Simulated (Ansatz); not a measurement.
Cu2SnS3 in space group Imm2 (No. 44; Cu on 4d, Sn on 2b, S on 4d, S on 2a), r²SCAN in the plane-wave PAW code Ansatz, all energies at zero smearing, with the estimated change up to a 700 eV cutoff added, with one set of potentials and settings (totals compare only within such a set). Cell of 6 atoms (2 Cu, 1 Sn, 3 S): -22021.102 eV.

| element | reference phase | E (eV/atom) |
|---|---|---|
| Cu | Fm-3m, 1 atoms in the cell | -6631.2396 |
| Sn | Fd-3m, 2 atoms in the cell | -6038.6401 |
| S | P2/c, 32 atoms in the cell | -905.8156 |

Formation energy per atom, worked out: (-22021.102 − 2×(-6631.2396) − 1×(-6038.6401) − 3×(-905.8156))/6 = -0.423 eV/atom (-41 kJ per mol of atoms), at 0 K, without zero-point energy or fitted corrections.

The first step of the workflow began from a Materials Project structure, measured or hypothetical; the Crystallography Open Database copy checked does not list it. COD files the formula under space group No. 9, so this cell is another polymorph or a model. Its standing as an ambient phase is unchecked. The cell was relaxed with r²SCAN under the symmetry of its start; whether a distortion lowers the energy is not shown. No spin polarisation was allowed. The references are the lowest solids computed at this level, not always the standard phases. Spin–orbit coupling is left out wherever it is not named.

Potentials: the later of the program's two PAW sets.
